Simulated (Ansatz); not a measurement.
Ir (fcc (Cu type), Fm-3m) under volume change, the program Ansatz at the PBE level (PAW), scaled uniformly.

```
V (Å³/atom)  E − E(relaxed) (meV/atom)  P (GPa)
-----------  -------------------------  -------
13.192                           154.3    41.66
13.627                            64.3    25.20
14.062                            15.1    11.46
14.497                             0.0     0.00
14.932                            13.3    -9.54
15.367                            50.3   -17.46
15.801                           106.9   -24.03
```

What does a third-order Birch–Murnaghan fit give for V₀, B₀ and B′?

V₀ = 14.50 Å³/atom, B₀ = 347 GPa, B′ = 5.1.

Symmetry was held in the PBE relaxation. No spin polarisation was allowed. Scalar-relativistic: spin–orbit coupling is off unless named, which matters more the heavier the elements.

Potentials: the later of the program's two PAW sets.
